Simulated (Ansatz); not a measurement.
LaScHO₂ in space group P4/mmm (No. 123; La on 1d, Sc on 1a, O on 2f, H on 1b), DFT-PBE in the program Ansatz with PAW potentials, all energies at zero smearing, with the estimated change up to a 700 eV cutoff added, with one set of potentials and settings (totals compare only within such a set). Cell of 5 atoms (1 La, 1 Sc, 2 O, 1 H): -9543.618 eV.

```
element                            reference phase  E (eV/atom)
-------  -----------------------------------------  -----------
La                   P6_3/mmc, 4 atoms in the cell   -6250.3045
Sc                   P6_3/mmc, 2 atoms in the cell   -2135.8109
O        C2/m, 4 atoms in the cell, spin-polarised    -565.0042
H                        Cmce, 4 atoms in the cell     -15.8829
```

Formation energy per atom, worked out: (-9543.618 − 1×(-6250.3045) − 1×(-2135.8109) − 2×(-565.0042) − 1×(-15.8829))/5 = -2.322 eV/atom (-224 kJ per mol of atoms), at 0 K, without zero-point energy or fitted corrections.

The start of the workflow was typed in or built on a structure type; neither database checked (COD, Materials Project) lists it. Its standing as an ambient phase is unchecked. Symmetry was held in the PBE relaxation; whether a distortion lowers the energy is not shown. The run is not spin-polarised. The references are the lowest solids computed at this level, not always the standard phases (solids in place of the gases). Scalar-relativistic: spin–orbit coupling is off unless named, which matters more the heavier the elements.

Potentials: the earlier of the program's two PAW sets.
